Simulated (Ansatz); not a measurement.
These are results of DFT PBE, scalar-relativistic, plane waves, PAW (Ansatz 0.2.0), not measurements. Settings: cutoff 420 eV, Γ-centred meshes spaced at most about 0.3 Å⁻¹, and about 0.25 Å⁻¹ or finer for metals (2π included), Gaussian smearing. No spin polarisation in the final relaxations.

All energies are static (0 K, no zero-point motion). All come from trial cells, and lower structures may exist.

**Question.** These unrelaxed guesses for Ti₂SiGe₂ are each relaxed within their symmetry. Order them by the energy at which they end, lowest first.
A.

```cif
data_structure
_symmetry_space_group_name_H-M 'P6/mmm'
_symmetry_Int_Tables_number 191
_cell_length_a 3.5579
_cell_length_b 3.5579
_cell_length_c 7.9054
_cell_angle_alpha 90.000
_cell_angle_beta 90.000
_cell_angle_gamma 120.000
_cell_volume 86.67
loop_
_atom_site_label
_atom_site_type_symbol
_atom_site_symmetry_multiplicity
_atom_site_Wyckoff_symbol
_atom_site_fract_x
_atom_site_fract_y
_atom_site_fract_z
_atom_site_occupancy
Ti1 Ti 2 c 0.33333 0.66667 0.00000 1
Si1 Si 1 a 0.00000 0.00000 0.00000 1
Ge1 Ge 2 e 0.00000 0.00000 0.31985 1
```

B.

```cif
data_structure
_symmetry_space_group_name_H-M 'P-3m1'
_symmetry_Int_Tables_number 164
_cell_length_a 3.6213
_cell_length_b 3.6213
_cell_length_c 6.9545
_cell_angle_alpha 90.000
_cell_angle_beta 90.000
_cell_angle_gamma 120.000
_cell_volume 78.98
loop_
_atom_site_label
_atom_site_type_symbol
_atom_site_symmetry_multiplicity
_atom_site_Wyckoff_symbol
_atom_site_fract_x
_atom_site_fract_y
_atom_site_fract_z
_atom_site_occupancy
Ti1 Ti 2 d 0.33333 0.66667 0.04636 1
Si1 Si 1 a 0.00000 0.00000 0.00000 1
Ge1 Ge 2 c 0.00000 0.00000 0.36797 1
```

C.

```cif
data_structure
_symmetry_space_group_name_H-M 'R-3m:H'
_symmetry_Int_Tables_number 166
_cell_length_a 3.4005
_cell_length_b 3.4005
_cell_length_c 23.6863
_cell_angle_alpha 90.000
_cell_angle_beta 90.000
_cell_angle_gamma 120.000
_cell_volume 237.20
loop_
_atom_site_label
_atom_site_type_symbol
_atom_site_symmetry_multiplicity
_atom_site_Wyckoff_symbol
_atom_site_fract_x
_atom_site_fract_y
_atom_site_fract_z
_atom_site_occupancy
Ti1 Ti 6 c 0.00000 0.00000 0.21160 1
Si1 Si 3 a 0.00000 0.00000 0.00000 1
Ge1 Ge 6 c 0.33333 0.66667 0.06473 1
```

**Answer.** B (ends in P-3m1, 0 meV/atom), C (ends in R-3m, 0.31 eV/atom), A (ends in P6/mmm, 0.76 eV/atom).

Cells relaxed within their symmetry can be saddle points. Some types were kept out of the candidates beforehand, so the set may lack a known form.
